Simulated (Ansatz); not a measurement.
Data:

SrNbO$_{3}$ (cubic perovskite, Pm-3m), a = b = c = 4.037 Å, α = β = γ = 90.00°.

This is the r²SCAN-relaxed structure.

Problem. All from plane-wave PAW r²SCAN (Ansatz code), unless another level is named. Give the Poisson's ratio.

Solution. 0.30.

Problem. And the elastic constants (relaxed ions, GPa)?

Solution. C11 = 374, C12 = 97.2, C44 = 66.7.

Problem. And the highest zone-centre frequency?

Solution. 607 cm^-1.

The workflow started from a Materials Project entry (that database holds measured and hypothetical structures alike); the Crystallography Open Database copy checked does not list it. COD files the formula under space group No. 62. Its standing as an ambient phase is unchecked. The r²SCAN relaxation kept the symmetry of its start; its stability against distortions is not shown here. The run is not spin-polarised. With an odd number of electrons in the cell and no spin polarisation, the count alone makes it a metal. As this level gives no gap, shear constants depend on the k-mesh and smearing (Fermi–Dirac, 0.1 eV here). As this level gives no gap, phonon frequencies hold no LO–TO term and depend on the k-mesh and smearing (Fermi–Dirac, 0.1 eV here).

Potentials: the later of the program's two PAW sets.
